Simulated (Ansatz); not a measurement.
TiC (rock salt)

```
TiC
1.0
    0.00000     2.16390     2.16390
    2.16390     0.00000     2.16390
    2.16390     2.16390     0.00000
C Ti
1 1
Cartesian
  0.00000   0.00000   0.00000
  2.16390   2.16390   2.16390
```

The slice is a {100} plane (indices of the conventional cell) through the point (0.000, 0.000, 0.000) (fractional), spanned by u = [100] and v = [0 1 -1] in vectors of this cell: u (3.06 Å) and v (3.06 Å, at 90° to u). It covers one period; positions are fractions (u, v).

Computed with r2SCAN (plane waves to 500 eV, PAW, scalar-relativistic; Ansatz, a first-principles code). k mesh 18×18×18. Inside the PAW spheres the values are not all-electron values, and peaks at nuclei hang on which shells count as valence. TiC is run without spin polarisation. TiC was relaxed with its symmetry unable to fall.

Q: What is the valence density on the shortest C–Ti line in this plane (2.16 Å), at its midpoint?

A: 0.52 e/Å³.

Q: What is the ELF at the midpoint of the shortest C–Ti line in this plane (2.16 Å)?

A: 0.28.

Q: Sketch the electron localisation function (ELF) on this plane as a map.

A: 
```
v \ u  0.00  0.08  0.17  0.25  0.33  0.42  0.50  0.58  0.67  0.75  0.83  0.92
-----  ----  ----  ----  ----  ----  ----  ----  ----  ----  ----  ----  ----
0.88      x  0.64  0.78  0.74  0.44  0.15  0.08  0.15  0.44  0.74  0.78  0.64
0.75   0.80  0.78  0.64  0.28  0.23  0.37  0.43  0.37  0.23  0.28  0.64  0.78
0.62   0.54  0.41  0.16  0.30  0.67  0.62     x  0.62  0.67  0.30  0.16  0.41
0.50   0.21  0.13  0.08  0.43  0.63     x     x     x  0.63  0.43  0.08  0.13
0.38   0.54  0.41  0.16  0.30  0.67  0.62     x  0.62  0.67  0.30  0.16  0.41
0.25   0.80  0.78  0.64  0.28  0.23  0.37  0.43  0.37  0.23  0.28  0.64  0.78
0.12      x  0.64  0.78  0.74  0.44  0.15  0.08  0.15  0.44  0.74  0.78  0.64
0.00      x     x  0.70  0.80  0.68  0.37  0.21  0.37  0.68  0.80  0.70     x
```

Values: electron localisation function (ELF). Points within 0.4 Å of a nucleus are blanked (x), as the pseudised field means little there.
